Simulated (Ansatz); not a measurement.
**Elastic constants of LaBi (Fm-3m), step by step**

```
CELL_PARAMETERS angstrom
0.00000 3.25165 3.25165
3.25165 0.00000 3.25165
3.25165 3.25165 0.00000
ATOMIC_POSITIONS crystal
La 0.00000 0.00000 0.00000
Bi 0.50000 0.50000 0.50000
```

Conventional cell: a = 6.503 Å, b = 6.503 Å, c = 6.503 Å, α = 90.00°, β = 90.00°, γ = 90.00°. La (atom 1) is surrounded by 6 Bi at 3.25 Å. Around Bi (atom 2) lie 6 La at 3.25 Å.

Level of theory, where no other is named: LDA, all-electron LAPW in Ansatz 0.2.0, scalar-relativistic. k mesh 12×12×12, strains of ±0.005, Fermi-Dirac smearing of 0.100 eV, basis error target 1 meV/atom. The cell was relaxed by PAW under this functional.

The cell is cubic and carries a residual pressure of -0.02 GPa at this level. Each strain component that symmetry leaves independent is applied at ±0.005 and ±0.01, the ions relax wherever a strain frees them, and the stress (tension positive, GPa) is read. Shears are engineering strains, γ = 2ε.

```json
{"strain": "xx", "size": "-0.01", "σxx": "-1.4953", "σyy": "-0.1096", "σzz": "-0.1096", "σyz": "0.0000", "σxz": "0.0000", "σxy": "0.0000"}
{"strain": "xx", "size": "-0.005", "σxx": "-0.7127", "σyy": "-0.0431", "σzz": "-0.0431", "σyz": "0.0000", "σxz": "0.0000", "σxy": "0.0000"}
{"strain": "xx", "size": "+0.005", "σxx": "0.7141", "σyy": "0.0889", "σzz": "0.0889", "σyz": "0.0000", "σxz": "0.0000", "σxy": "0.0000"}
{"strain": "xx", "size": "+0.01", "σxx": "1.3624", "σyy": "0.1543", "σzz": "0.1543", "σyz": "0.0000", "σxz": "0.0000", "σxy": "0.0000"}
{"strain": "yz", "size": "-0.01", "σxx": "0.0240", "σyy": "0.0232", "σzz": "0.0232", "σyz": "-0.1663", "σxz": "0.0000", "σxy": "0.0000"}
{"strain": "yz", "size": "-0.005", "σxx": "0.0233", "σyy": "0.0231", "σzz": "0.0231", "σyz": "-0.0832", "σxz": "0.0000", "σxy": "0.0000"}
{"strain": "yz", "size": "+0.005", "σxx": "0.0233", "σyy": "0.0231", "σzz": "0.0231", "σyz": "0.0832", "σxz": "0.0000", "σxy": "0.0000"}
{"strain": "yz", "size": "+0.01", "σxx": "0.0240", "σyy": "0.0232", "σzz": "0.0232", "σyz": "0.1663", "σxz": "0.0000", "σxy": "0.0000"}
```

The slope is [8(σ(+δ) − σ(−δ)) − (σ(+2δ) − σ(−2δ))]/(12δ), and the program imposes the crystal's symmetry on the matrix.

Q: What are the independent elastic constants?

A: C11 = 142.6, C12 = 13.2, C44 = 16.6 GPa.

Q: Do they meet the Born conditions?

A: C11 − C12 = 129.4, C11 + 2C12 = 169.0 and C44 = 16.6 GPa must all be positive, so the crystal is elastically stable; that says nothing yet of its phonons.

Q: What moduli does a random aggregate of grains have?

A: B = (C11 + 2C12)/3 = 56.3 GPa. G_V = (C11 − C12 + 3C44)/5 = 35.9 and G_R = 5(C11 − C12)C44/(4C44 + 3(C11 − C12)) = 23.7, so G_H = 29.8 GPa. Then E = 9BG/(3B + G) = 75.9 GPa, ν = (3B − 2G)/(6B + 2G) = 0.275 and B/G = 1.89, on the ductile side of Pugh's 1.75 (a rule of thumb).

Q: With the density of 8.401 g/cm³, how fast does sound travel, and what Debye temperature follows?

A: 

```tsv
direction	slow (m/s)	middle (m/s)	fast (m/s)
[100]	1407	1407	4120
[110]	1407	2775	3355
[111]	2407	2407	3057
```

The mean of v⁻³ over directions and branches gives v_m = 1992 m/s and θ_D = (ħ/k_B) v_m (6π²n)^(1/3) = 182 K, n being atoms per volume. Young's modulus spans 45 to 140 GPa over directions, and the universal anisotropy index is 2.58.

Q: How far do the constants move if PAW replaces LAPW in the same cell?

A: 

| constant | LAPW (GPa) | PAW (GPa) | difference |
| --- | --- | --- | --- |
| C11 | 142.6 | 142.3 | -0.3 |
| C12 | 13.2 | 13.2 | 0.0 |
| C44 | 16.6 | 16.6 | 0.0 |

Limits of these numbers: responses of metals move with mesh and smearing; no spin-orbit coupling on heavy atoms; the softest shear constant rests on one k mesh, and a soft shear can herald a distortion on cooling; the frozen-core PAW files of the compared runs were fitted under PBE, their cores solved anew for this functional.
